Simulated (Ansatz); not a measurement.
SnMo3C:
```yaml
crystal:
  lattice:
    - [4.19701, 0.00000, 0.00000]
    - [0.00000, 4.19701, 0.00000]
    - [0.00000, 0.00000, 4.19701]
  atoms:
    - { symbol: Sn, position: [0.00000, 0.00000, 0.00000] }
    - { symbol: Mo, position: [0.00000, 0.50000, 0.50000] }
    - { symbol: Mo, position: [0.50000, 0.00000, 0.50000] }
    - { symbol: Mo, position: [0.50000, 0.50000, 0.00000] }
    - { symbol: C, position: [0.50000, 0.50000, 0.50000] }
```

Relaxed with r²SCAN. Special points in fractions of this cell's reciprocal vectors: Γ (0.000, 0.000, 0.000); X (0.000, 0.500, 0.000); M (0.500, 0.500, 0.000); R (0.500, 0.500, 0.500).

Task: List the band energies nearest the Fermi level at these points for the program Ansatz at the r²SCAN with spin–orbit coupling level (PAW).

Result: In eV from the Fermi level; about four levels below and three above (degenerate sets whole), none deeper than 8.9 eV; points with the same levels are listed once.

```json
[
 {"k": "Γ", "below": "-2.53 -2.53 -2.53 -2.53 -2.44 -2.44", "above": "0.23 0.23 0.23 0.23"},
 {"k": "X", "below": "-1.09 -1.09 -0.59 -0.59", "above": "0.08 0.08 0.18 0.18"},
 {"k": "M", "below": "-1.35 -1.35 -0.14 -0.14", "above": "0.03 0.03 0.91 0.91"},
 {"k": "R", "below": "-1.37 -1.37 -1.37 -1.37 -1.36 -1.36", "above": "0.99 0.99 0.99 0.99"}
]
```

Space group Pm-3m (anti-perovskite). The start of the workflow was typed in or built on a structure type; neither database checked (COD, Materials Project) lists it. Its standing as an ambient phase is unchecked. The cell was relaxed with r²SCAN under the symmetry of its start; its stability against distortions is not shown here. No spin polarisation was allowed. Its formation energy is positive at this level, so the cell may be metastable or incomplete.

Potentials: the earlier of the program's two PAW sets.
